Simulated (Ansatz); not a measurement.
input.yaml (Ansatz)

```yaml
crystal:
  lattice:
    - [-1.9246244325, 1.9246244325, 1.9246244325]
    - [1.9246244325, -1.9246244325, 1.9246244325]
    - [1.9246244325, 1.9246244325, -1.9246244325]
  atoms:
    - { symbol: Te, position: [0.0, 0.0, 0.0] }
hamiltonian:
  xc: r2scan
  pseudopotentials:
    kind: paw
    azcp:
      Te: "pseudopotentials/Te.paw.azcp"
basis:
  ecutwfc: 500
  fft_grid_basis: typed
kpoints:
  mp_grid: { grid: [19, 19, 19], shift: [0, 0, 0] }
magnetization:
  spin_polarized: false
scf:
  occupations: { method: fermi_dirac, width: 0.1 }
```

Terminal output

```
Engine: ansatz 0.2.0, x86_64-unknown-linux-gnu
Pseudopotentials: kind: paw
Pseudopotential: Te, paw, valence charge 16, recommended cutoff 500 eV (meta_gga) 
Functional definition: r2SCAN
  parameter k0 = 0.174
  parameter k1 = 0.065
  parameter a1 = 4.9479
  exchange = r2scan_x(k0 = k0, k1 = k1, a1 = a1)
  correlation = r2scan_c
Crystal: 1 atoms, lattice volume = 28.517 Å³
Basis set: ecut = 500 eV, 683 PW (Γ), exchange–correlation on 100×100×100 points (64 copies of the dense FFT grid, shifted against one another)
Bands: 12, of which v1, the nominal top of the filled ones, is band 8 counted from 1 (7 counted from 0)
Symmetry: 48 space group operations
Space group: Im-3m (ITA 229), of the structure as read, at distance tolerance 3.1e-5 Å
k-points: 220 of 6859
Non-local potential: Te, projectors of the file, l = 0: 2, l = 1: 2, l = 2: 2, l = 3: 2
PAW form: soft (Blöchl's): semilocal exchange-correlation on the pseudo side does not see the compensation charge
PAW frozen core: Te, regenerated for the run's functional (the file was generated under x = pbe(κ = 0.804, μ = 0.2195149727645171), c = pbe(β = 0.06672455060314922))
PAW one-centre angular grid: Te, 590 points (default); XC on 160 Gauss nodes
Initial density: superposition of atomic densities (neutral atoms: chi_scale 0, normalization atom), corrected by the library's trained network
Initial wavefunctions: pseudopotential atomic-orbital guess
Functional: x = r2scan, c = r2scan; τ floored in thin density (d = 2e-4 eV/Å³)
SCF iter   1: F=—  HF=-6994.425350 eV  |F-HF|=—  |Δ(HF+E_count)|=         —  Δρ=2.45e-3  dr2=9.35e-4  dr2_τ=2.46e-4  ethr=1.77e-3  ⟨swp⟩=5.1  Hψ=16188  notcnv=0
SCF iter   2: F=—  HF=-6994.434787 eV  |F-HF|=—  |Δ(HF+E_count)|=   9.44e-3  Δρ=1.87e-3  dr2=6.03e-4  dr2_τ=1.51e-5  ethr=5.84e-6  ⟨swp⟩=2.0  Hψ=5872  notcnv=0
SCF iter   3: F=—  HF=-6994.435602 eV  |F-HF|=—  |Δ(HF+E_count)|=   8.15e-4  Δρ=2.45e-4  dr2=2.20e-5  dr2_τ=2.00e-6  ethr=3.77e-6  ⟨swp⟩=3.0  Hψ=4446  notcnv=0
SCF iter   4: F=—  HF=-6994.435610 eV  |F-HF|=—  |Δ(HF+E_count)|=   7.74e-6  Δρ=1.62e-4  dr2=6.73e-6  dr2_τ=1.50e-7  ethr=1.38e-7  ⟨swp⟩=2.0  Hψ=4406  notcnv=0
SCF iter   5: F=—  HF=-6994.435616 eV  |F-HF|=—  |Δ(HF+E_count)|=   5.81e-6  Δρ=5.98e-5  dr2=1.10e-6  dr2_τ=1.65e-8  ethr=4.21e-8  ⟨swp⟩=2.6  Hψ=4105  notcnv=0
SCF iter   6: F=-6994.435617 eV  HF=-6994.435617 eV  |F-HF|=6.16e-9  |Δ(HF+E_count)|=   8.03e-7  Δρ=6.26e-6  dr2=1.40e-8  dr2_τ=1.06e-10  ethr=6.25e-10  ⟨swp⟩=1.2  Hψ=7186  notcnv=0
SCF 1 converged in 6 iterations: F = -6994.435617 eV  dr2 = 1.40e-8
SCF converged after 6 iterations
Free energy (F): -6994.435617 eV
Harris-Foulkes:  -6994.435617 eV  (|F-HF|=6.16e-9)
Internal energy: -6994.411901 eV  (E = F + TS)
E sigma→0 (E₀):  -6994.423759 eV
Entropy (-TS):   -0.023716 eV (-23.716 meV/atom)
Fermi energy:    11.078871 eV
--- Per-component energies (eV) ---
  E_band       = -238.979112
  E_kinetic    = 179.817242
  E_local      = -1027.798135  (includes V_loc(G=0)·N_el)
  E_nonlocal   = -310.708864
  E_hartree    = 707.451959
  E_xc         = -114.848064
  E_vxc        = -111.329590  (∫ρ·V_xc dr)
  E_paw        = -4686.018944  (= ΣΔE_a)
  E_vpaw       = -390.682262  (= ΣTr[D̂ρ^β])
  E_aug_tail   = -0.000036  (compensation charges beyond the density's cutoff)
  E_vtau       = 6.824273  (kinetic-family band-sum trace: ∫τ·v_τ [+ j·A + Jᵃ·Aᵃ] dr)
  E_ewald      = -1742.591915
  E_core_change = 0.284855  (= ΣΔE_core)
  E_smearing   = -0.023716  (= −TS)
  E_closure    = 0.000000  (closes the sum)
  Σ components = -6994.435617   (vs F -6994.435617, Δ=0.00e0)
```

Command:

```sh
ansatz run input.yaml --threads 1 --pin off --max-ram 3584MiB --backend cpu --events-out ev --progress --plain --runs-dir out
```

On 1 thread of Intel(R) Xeon(R) Platinum 8259CL CPU @ 2.50GHz (Skylake/Cascade Lake) (shared host) this took about 9.1 s of wall time and 8.9 s of CPU time.
